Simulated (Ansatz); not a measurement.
**Levels of theory for Ga4SbP3 (ordering on wurtzite)**

All numbers come from the plane-wave code Ansatz. Non-magnetic throughout. Whether this structure exists isn't addressed.

Structure: an ordered 8-atom cell of Ga4SbP3 on the wurtzite lattice (Pm), at its r2SCAN minimum. Space group Pm (No. 6), monoclinic; a = 6.535 Å, b = 3.960 Å, c = 6.865 Å, β = 90.0° in the conventional setting, 22.21 Å³ an atom. Around P lie 4 Ga at 2.39–2.42 Å; around P lie 4 Ga at 2.35–2.41 Å; around P lie 4 Ga at 2.32–2.41 Å; around Sb lie 4 Ga at 2.55–2.60 Å; around Ga lie 3 P at 2.38–2.39 Å and 1 Sb at 2.59 Å; around Ga lie 2 P at 2.32–2.35 Å and 2 Sb at 2.55 Å; around Ga lie 4 P at 2.41–2.42 Å; around Ga lie 3 P at 2.40–2.41 Å and 1 Sb at 2.60 Å.

```
CELL_PARAMETERS angstrom
6.53457 0.00000 0.00233
0.00000 3.96011 0.00000
0.00247 0.00000 6.86509
ATOMIC_POSITIONS crystal
P 0.99797 0.00000 0.32598
P 0.00270 0.50000 0.83946
P 0.49799 0.50000 0.16904
Sb 0.50468 0.00000 0.66480
Ga 0.36361 0.00000 0.31295
Ga 0.36264 0.50000 0.85601
Ga 0.86710 0.50000 0.16608
Ga 0.90332 0.00000 0.66568
```

Gaps on the r2SCAN cell, each the least over its mesh and the special points:
```
  level  k mesh  gap (eV)    kind  edges  least direct gap (eV)       rough cost
    PBE   4×6×4      0.09  direct      Γ                   0.09  90 core-seconds
PBE+SOC   4×6×4      0.06  direct      Γ                   0.06   6 core-minutes
 r2SCAN   4×6×4      0.44  direct      Γ                   0.44  80 core-seconds
  HSE06   2×4×2      0.82  direct      Γ                   0.82   7 core-minutes
```
All runs use a smearing of 0.02 eV.
Wave cutoffs: 420 eV, 500 eV (r2SCAN). Gaps under 0.1 eV (PBE, PBE+SOC) can't be told from a closed one: the bands may be in normal order or already inverted, which a gap's size doesn't show.
Costs come from shared machines and give only the order; PBE's includes the band path. The runs had 4 threads of Arm Neoverse V2, on a shared host.

HSE06 gives a direct gap of 0.82 eV at Γ. Spin-orbit coupling changes the PBE gap by -0.025 eV, to 0.06 eV. With so small a gap spin-orbit coupling can invert the bands, which the size of the gap doesn't show: the edges may have crossed and parted again.

r2SCAN covers 48 % of the step from PBE to HSE06, while HSE06 needs about 5 times r2SCAN's rough cost (on a coarser mesh). For gaps to 0.1 eV, spin-orbit coupling (up to 0.03 eV here) can be left out. All these functionals give a gap of the same kind, direct.

Only the levels marked +SOC include spin-orbit coupling.
